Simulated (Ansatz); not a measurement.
Relaxed HfO2 (baddeleyite type, space group P2_1/c):

```
HfO2
1.0
    5.16167     0.00000     0.00000
    0.00000     5.21254     0.00000
   -0.89783     0.00000     5.27699
Hf O
4 8
Direct
  0.27573   0.04291   0.20837
  0.72427   0.54291   0.29163
  0.72427   0.95709   0.79163
  0.27573   0.45709   0.70837
  0.06716   0.32866   0.34845
  0.93284   0.82866   0.15155
  0.93284   0.67134   0.65155
  0.06716   0.17134   0.84845
  0.44917   0.75722   0.47666
  0.55083   0.25722   0.02334
  0.55083   0.24278   0.52334
  0.44917   0.74278   0.97666
```

The atoms are displaced by Q × the pattern below (from a DFPT mode at Γ, largest move 1; Q in Å), at fixed cell.

```csv
atom,x,y,z
Hf1,-0.040,-0.005,0.016
Hf2,-0.040,0.005,0.016
Hf3,-0.040,-0.005,0.016
Hf4,-0.040,0.005,0.016
O5,-0.067,-0.881,-0.468
O6,-0.067,0.881,-0.468
O7,-0.067,-0.881,-0.468
O8,-0.067,0.881,-0.468
O9,0.513,-0.221,0.285
O10,0.513,0.221,0.285
O11,0.513,-0.221,0.285
O12,0.513,0.221,0.285
```

All values below come from PBE (plane waves to 420 eV, PAW, scalar-relativistic; Ansatz, an electronic-structure program). k mesh 5×5×5 (Γ-centred), Fermi-Dirac smearing 0.05 eV. E stands for the smeared free energy. HfO2 is run without spin polarisation. HfO2 was relaxed with its symmetry unable to fall. Spin-orbit coupling is left out, though Hf is heavy. The PAW data are Ansatz's earlier set. The zero of ΔE is the undisplaced structure.

```json
[
 {"Q (Å)": "-0.180", "ΔE (meV/cell)": "1278"},
 {"Q (Å)": "-0.150", "ΔE (meV/cell)": "884"},
 {"Q (Å)": "-0.120", "ΔE (meV/cell)": "564"},
 {"Q (Å)": "-0.090", "ΔE (meV/cell)": "withheld"},
 {"Q (Å)": "-0.060", "ΔE (meV/cell)": "140"},
 {"Q (Å)": "-0.030", "ΔE (meV/cell)": "35"},
 {"Q (Å)": "0.000", "ΔE (meV/cell)": "0"},
 {"Q (Å)": "0.030", "ΔE (meV/cell)": "35"},
 {"Q (Å)": "0.060", "ΔE (meV/cell)": "140"},
 {"Q (Å)": "0.090", "ΔE (meV/cell)": "withheld"},
 {"Q (Å)": "0.120", "ΔE (meV/cell)": "564"},
 {"Q (Å)": "0.150", "ΔE (meV/cell)": "884"},
 {"Q (Å)": "0.180", "ΔE (meV/cell)": "1278"}
]
```

### Question
Fit an even polynomial form (powers 2, 4) to the given rows and predict ΔE at Q = 0.090.

### Answer
Least squares on the 11 given rows: ΔE = (38930)·Q² + (15950)·Q⁴, in meV/cell with Q in Å; root-mean-square residual 0.2 meV/cell. At 0.090 the fit gives 316 meV/cell; the calculation gives 316 meV/cell, the same to the digits shown. The quadratic term alone would give 315 meV/cell.

(A displaced cell: forces are minus the slopes of the energy, force constants its curvatures, and phonons follow from these.)
